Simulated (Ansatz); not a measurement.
B2W2S: relaxation (Ansatz)

input.yaml:

```yaml
crystal:
  lattice:
    - [5.981153, 0.0, 0.0]
    - [0.0, 5.981153, 0.0]
    - [0.0, 0.0, 3.266582]
  atoms:
    - { symbol: S, position: [0.0, 0.0, 0.0] }
    - { symbol: S, position: [0.5, 0.5, 0.0] }
    - { symbol: B, position: [0.39, 0.89, 0.0] }
    - { symbol: B, position: [0.11, 0.39, 0.0] }
    - { symbol: B, position: [0.61, 0.11, 0.0] }
    - { symbol: B, position: [0.89, 0.61, 0.0] }
    - { symbol: W, position: [0.18, 0.68, 0.5] }
    - { symbol: W, position: [0.32, 0.18, 0.5] }
    - { symbol: W, position: [0.82, 0.32, 0.5] }
    - { symbol: W, position: [0.68, 0.82, 0.5] }
  symmetry: { tolerance: 0.0003 }
kpoints:
  mp_grid: { grid: [5, 5, 8], shift: [0, 0, 0] }
magnetization:
  spin_polarized: false
scf:
  occupations: { method: fermi_dirac }
  lower_state_search: "off"
hamiltonian:
  pseudopotentials: { kind: paw }
  xc: pbesol
basis:
  ecutwfc: 420
  fft_grid_basis: typed
relax:
  max_steps: 60
output:
  forces: true
  stress: true
  eigenvalues: true
  bader: true
  populations: true
  elf: true
  write_potential: true
  volumetric_format: npy
  dos:
    e_range: [-12, 8]
    de: 0.05
    projected: { site_lists: { B: [B], S: [S], W: [W] } }
checkpoint:
  read: saved_state
```

Launch command:

```bash
ansatz run input.yaml --threads 2 --pin off --max-ram 2560MiB --backend cpu --events-out ev --progress --plain --runs-dir out
```

Origin of the cell: a known structure type with other elements, at an estimated volume, so it need not be a known compound.

The smearing width isn't typed, so it takes its default of 0.1 eV.

The saved state is a converged single point of the same cell.

Steps:

```json
{"step": "1", "ΔF (meV/atom)": "0.0", "max force component (eV/Å)": "0.700", "SCF iterations": "6", "step was": "accepted"}
{"step": "2", "ΔF (meV/atom)": "-9.2", "max force component (eV/Å)": "0.443", "SCF iterations": "6", "step was": "accepted"}
{"step": "3", "ΔF (meV/atom)": "-13.1", "max force component (eV/Å)": "0.175", "SCF iterations": "6", "step was": "accepted"}
{"step": "4", "ΔF (meV/atom)": "-13.7", "max force component (eV/Å)": "0.003", "SCF iterations": "6", "step was": "accepted"}
{"step": "5", "ΔF (meV/atom)": "-13.7", "max force component (eV/Å)": "0.003", "SCF iterations": "7", "step was": "accepted"}
```

Before:

Space group P4/mbm (No. 127); the run's cell has a = 5.981 Å, b = 5.981 Å, c = 3.267 Å, α = 90.00°, β = 90.00°, γ = 90.00°. Shortest distances: B–B 1.86 Å, B–W 2.41 Å, B–S 2.42 Å, S–W 2.74 Å, W–W 3.05 Å, S–S 3.27 Å.

After:

Space group P4/mbm (No. 127); the run's cell has a = 5.981 Å, b = 5.981 Å, c = 3.267 Å, α = 90.00°, β = 90.00°, γ = 90.00°. Shortest distances: B–B 1.73 Å, B–W 2.41 Å, B–S 2.46 Å, S–W 2.73 Å, W–W 3.08 Å, S–S 3.27 Å.

```
CELL_PARAMETERS angstrom
5.98115 0.00000 0.00000
0.00000 5.98115 0.00000
0.00000 0.00000 3.26658
ATOMIC_POSITIONS crystal
S 0.00000 0.00000 0.00000
S 0.50000 0.50000 0.00000
B 0.39746 0.89746 0.00000
B 0.10254 0.39746 0.00000
B 0.60254 0.10254 0.00000
B 0.89746 0.60254 0.00000
W 0.18207 0.68207 0.50000
W 0.31793 0.18207 0.50000
W 0.81793 0.31793 0.50000
W 0.68207 0.81793 0.50000
```

```
Free energy lowered by  : 13.7 meV/atom
Final pressure          : -19.66 GPa
Relaxation steps listed : 5
```

Caveats: no moments, though an odd count or open d shells may carry them; no spin-orbit coupling, though heavy elements are present; the SCF threshold is looser than advised for a stress; the relaxation held the start's symmetry, so the end may be a saddle point.

Time: 2.7 min on 2 threads of Arm Neoverse N1, with other jobs on the host, peak memory 0.54 GiB, from a saved density.
